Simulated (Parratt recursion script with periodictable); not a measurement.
# How the EUV peak of a Si/Mo multilayer on Si grows with the number of periods

```
layer, from the top  thickness (Å)  density (g/cm³)  rms roughness of its top face (Å)  δ at 13.5 nm  β at 13.5 nm
-------------------  -------------  ---------------  ---------------------------------  ------------  ------------
Si (in each period)             43            2.313                                  2  9.927 × 10⁻⁴      0.001813
Mo (in each period)           28.7           10.026                                  2       0.07476      0.006314
Si (substrate)                   –            2.313                                  2  9.927 × 10⁻⁴      0.001813
```

The refractive index is n = 1 − δ + iβ; the runs take δ and β at each wavelength of the scan. Vacuum lies above.

Densities are inputs, not measurements. They were set from computed cells of the Materials Project: Si from entry mp-149 (Fd-3m, 2.313 g/cm³); Mo from entry mp-129 (Im-3m, 10.026 g/cm³). A layer's crystal structure does not enter its constants, only its composition and density.

Calculation: EUV and soft X-ray reflectivity, Parratt recursion, Névot-Croce roughness, Henke tables; Parratt recursion script with periodictable 1.7.1.

Light falls at α = 15° from the surface normal. R is the mean of s and p polarisation. The wavelength is scanned from 12.42 to 14.58 nm in 161 evenly spaced points, without smoothing. The peak is the highest scan point; its wavelength and height come from a parabola through R at that point and its two neighbours.

The runs differ in the number of periods N alone.

```
N   peak λ (nm)  peak R (%)
--  -----------  ----------
15       13.460           ?
25       13.470        63.8
60       13.495        71.1
```

**Question.** Estimate the peak reflectivity for N = 15, trying the form R = R∞ tanh²(aN).

**Answer.** Take R∞ from the largest stack, 71.1 % at N = 60. For the shown row under 97 % of it, y = artanh[(R/R∞)^½] is 1.805 at N = 25, so a = 0.0722. This form gives tanh²y = 0.999 at N = 60, in keeping with the choice of R∞. At N = 15, y = 1.083 and R = 71.1 × tanh²y = 44.9 %.

The run gave 46.3 %, so the form misses by 1.4 points.
